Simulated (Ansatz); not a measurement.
La₂Zr₂O₇:
```
CELL_PARAMETERS angstrom
      0.00000     5.40672     5.40672
      5.40672     0.00000     5.40672
      5.40672     5.40672     0.00000
ATOMIC_POSITIONS crystal
  La 0.62500 0.62500 0.12500
  La 0.62500 0.12500 0.62500
  La 0.62500 0.62500 0.62500
  La 0.12500 0.62500 0.62500
  Zr 0.12500 0.12500 0.62500
  Zr 0.12500 0.62500 0.12500
  Zr 0.12500 0.12500 0.12500
  Zr 0.62500 0.12500 0.12500
  O  0.75000 0.75000 0.75000
  O  0.50000 0.50000 0.50000
  O  0.04341 0.45659 0.04341
  O  0.79341 0.20659 0.20659
  O  0.45659 0.04341 0.45659
  O  0.20659 0.79341 0.79341
  O  0.04341 0.04341 0.45659
  O  0.20659 0.79341 0.20659
  O  0.45659 0.45659 0.04341
  O  0.79341 0.20659 0.79341
  O  0.45659 0.04341 0.04341
  O  0.20659 0.20659 0.79341
  O  0.04341 0.45659 0.45659
  O  0.79341 0.79341 0.20659
```

Plane-wave PAW r²SCAN (Ansatz code) gives a gap of 4.56 eV without spin–orbit coupling, maximum at Γ, minimum at Γ.

Question: What happens when spin–orbit coupling is switched on?

Answer: The gap decreases by 0.03 eV, to 4.53 eV; maximum at Γ, minimum at Γ.

Question: How large is the spin–orbit splitting of the valence top at Γ?

Answer: The fourfold level lies 0.08 eV above the split-off pair.

Question: Give the electron effective mass with spin–orbit coupling.

Answer: 1.1 mₑ (isotropic).

Question: Give the hole effective mass with spin–orbit coupling, band 1 of 2 at the edge.

Answer: 1.8 along [100], 1.4 along [110], 1.2 along [111] (mₑ).

Question: Give the hole effective mass with spin–orbit coupling, band 2 of 2 at the edge.

Answer: 0.53 along [100], 0.58 along [110], 0.60 along [111] (mₑ).

Space group Fd-3m. The workflow started from a Materials Project entry (that database holds measured and hypothetical structures alike); the Crystallography Open Database files this formula in space group No. 227, but the cells were not matched. Whether it is the stable phase at ambient conditions was not checked. Symmetry was held in the r²SCAN relaxation; its stability against distortions is not shown here. No spin polarisation was allowed.

Potentials: the earlier of the program's two PAW sets.
